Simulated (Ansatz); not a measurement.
Molecular dynamics on a 2×2×1 supercell (16 atoms) of MgGeSb2 (ordering on zincblende), relaxed with r2SCAN. Forces come from PBEsol in Ansatz: a Langevin thermostat at fixed volume, 2200 K, steps of 1.5 fs. Computed, non-magnetic; the trajectory is short and the cell small, so nothing here is a converged average. The structure comes from a prototype and may be hypothetical.

```yaml
crystal:
  lattice:
    - [8.8048220533, 0.0, 0.0]
    - [0.0, 8.8048220533, 0.0]
    - [0.0, 0.0, 6.4951829317]
  atoms:
    - { symbol: Mg, position: [0.0, 0.0, 0.0] }
    - { symbol: Sb, position: [0.0, 0.25, 0.2607511156] }
    - { symbol: Ge, position: [0.25, 0.25, 0.5] }
    - { symbol: Sb, position: [0.25, 0.0, 0.7392488844] }
    - { symbol: Mg, position: [0.0, 0.5, 0.0] }
    - { symbol: Sb, position: [0.0, 0.75, 0.2607511156] }
    - { symbol: Ge, position: [0.25, 0.75, 0.5] }
    - { symbol: Sb, position: [0.25, 0.5, 0.7392488844] }
    - { symbol: Mg, position: [0.5, 0.0, 0.0] }
    - { symbol: Sb, position: [0.5, 0.25, 0.2607511156] }
    - { symbol: Ge, position: [0.75, 0.25, 0.5] }
    - { symbol: Sb, position: [0.75, 0.0, 0.7392488844] }
    - { symbol: Mg, position: [0.5, 0.5, 0.0] }
    - { symbol: Sb, position: [0.5, 0.75, 0.2607511156] }
    - { symbol: Ge, position: [0.75, 0.75, 0.5] }
    - { symbol: Sb, position: [0.75, 0.5, 0.7392488844] }
kpoints:
  mp_grid: { grid: [2, 2, 2] }
hamiltonian:
  xc: pbesol
scf:
  occupations: { method: fermi_dirac, width: 0.19 }
md:
  ensemble: nvt_langevin
  temperature: 2200
  timestep: 1.5
  n_steps: 30
  initial_velocities: maxwell_boltzmann
  seed: 2856
```

Command: `ansatz run input.yaml --threads 4 --pin off --max-ram 3686MiB --backend cpu --events-out ev --progress --plain --runs-dir out`. It took 3.8 min on 4 threads of Arm Neoverse V2, on a shared host; peak host memory 1.6 GiB.

```csv
step,t (fs),T (K),free energy F from step 0 (meV/atom),kinetic energy (meV/atom),largest force (eV/Å)
0,0,2062,0.0,266.6,0.12
1,1.5,2060,0.3,266.3,0.18
2,3,2113,1.7,273.1,0.30
3,4.5,2089,4.1,270.0,0.44
4,6,2245,7.5,290.2,0.57
5,7.5,2196,12.0,283.8,0.70
6,9,2193,17.5,283.5,0.83
7,10.5,2067,23.9,267.1,0.96
8,12,2308,31.5,298.4,1.09
9,13.5,2195,39.7,283.7,1.22
10,15,2240,48.3,289.5,1.34
11,16.5,2267,57.9,293.0,1.48
12,18,2139,68.1,276.5,1.62
13,19.5,2063,78.3,266.6,1.77
14,21,1810,88.0,234.0,1.92
15,22.5,1705,96.9,220.4,2.05
16,24,1759,105.7,227.3,2.21
17,25.5,1663,114.4,214.9,2.37
18,27,1487,122.9,192.3,2.52
19,28.5,1373,130.8,177.5,2.67
20,30,1394,138.8,180.2,2.83
21,31.5,1357,147.4,175.4,3.01
22,33,1251,155.2,161.7,3.17
23,34.5,1314,162.1,169.8,3.31
24,36,1281,168.8,165.5,3.41
25,37.5,1268,174.8,163.9,3.47
26,39,1309,180.2,169.2,3.50
27,40.5,1278,185.0,165.2,3.52
28,42,1238,188.6,160.0,3.55
29,43.5,1198,190.9,154.9,3.54
30,45,1311,193.1,169.4,3.53
```

The temperature starts at 2062 K, is lowest at step 29 (1198 K, 43.5 fs) and ends at 1311 K. The thermostat hasn't had time to restore it. The atoms start on their lattice sites with kinetic energy alone, so much of it first passes into potential energy. By the last step the atoms have moved 0.29 Å in the root mean square, the drift of the whole cell taken out, 0.47 Å at most.

Positions (Å) and forces (eV/Å) at step 30:
```
Mg   0.047   0.037   0.081    -0.563  -0.127   0.062
Sb  -0.107   2.285   1.893     2.342  -0.547  -1.479
Ge   2.397   2.378   3.177    -2.053  -0.363   2.074
Sb   2.182  -0.290   4.858    -0.105   1.284  -0.393
Mg   0.352   4.553   0.376    -1.173  -0.282  -0.031
Sb   0.146   6.654   2.017     0.027   0.735  -0.283
Ge   2.437   6.351   3.489    -0.297   2.525  -2.397
Sb   2.170   4.623   5.013     0.894  -3.245   1.069
Mg   4.438  -0.183  -0.144    -1.428   0.178   1.647
Sb   4.254   2.155   1.634     1.777  -0.360  -1.033
Ge   6.649   2.435   3.126    -2.447  -1.242   0.821
Sb   6.317   0.018   4.763     2.368   0.686  -1.266
Mg   4.631   4.370   0.046    -0.002  -0.167  -0.551
Sb   4.337   6.511   1.688    -0.184   0.179  -0.199
Ge   6.503   6.791   3.054     0.615  -0.492   0.845
Sb   6.699   4.460   4.597     0.231   1.239   1.115
```
